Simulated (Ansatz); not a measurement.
Problem. Name crystals whose computed values (PBEsol (plane waves, PAW; program Ansatz)) fall in these windows: G_Hill (GPa) 35 to 48; HSE06 gap (eV) 2.2 to 3.0; B₀ by P(V) fit (GPa) 55 to 71.

Solution. 

```tsv
crystal	G_Hill (GPa)	HSE06 gap (eV)	B₀ by P(V) fit (GPa)
BeTe, zinc blende	41.0	2.62	60.3
```
Others may fit too.

The cell was relaxed under the symmetry of its start. Scalar-relativistic: spin–orbit coupling is off unless named, which matters more the heavier the elements.

Potentials: the later of the program's two PAW sets.
